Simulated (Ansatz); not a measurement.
## Structures of As$_{3}$P$_{2}$: which is lowest?

Plane-wave DFT in Ansatz with scalar-relativistic PAW potentials, cutoff 420 eV, Γ-centred meshes chosen by cell and gap, Gaussian smearing with energies taken to zero width. Every cell was relaxed (cell and atoms) in a run of its own, within the symmetry of its start. Functional: PBE.

Relaxed structures (starts from databases or built by putting these elements on another compound's sites):
A. P-3m1, 5 atoms in the computed cell, a = 4.713 Å, c = 5.739 Å; sites (symmetry × multiplicity) P 3m. × 2, As -3m. × 1 + 3m. × 2; start: built
B. R-3m, 5 atoms in the computed cell, a = 3.708 Å, c = 22.907 Å; sites (symmetry × multiplicity) P 3m × 6, As -3m × 3 + 3m × 6; start: built
C. R-3c, 10 atoms in the computed cell, a = 6.376 Å, c = 17.405 Å; sites (symmetry × multiplicity) P 3. × 12, As .2 × 18; start: built

**Question.** Rank them by energy. Could pressure change the order?

**Answer.**
```tsv
structure	group	E − E(lowest) (meV/atom)	V (Å³/atom)	gap on mesh (eV)
B	R-3m	0.0	18.18	0.00
C	R-3c	217	20.42	0.00
A	P-3m1	250	22.08	0.00
```

B is lowest, 217 meV/atom under C. The lowest is also the densest of these, so pressure wouldn't bring one of the others in at first order. Other structures may lie lower than all of these, and vibrations aren't counted.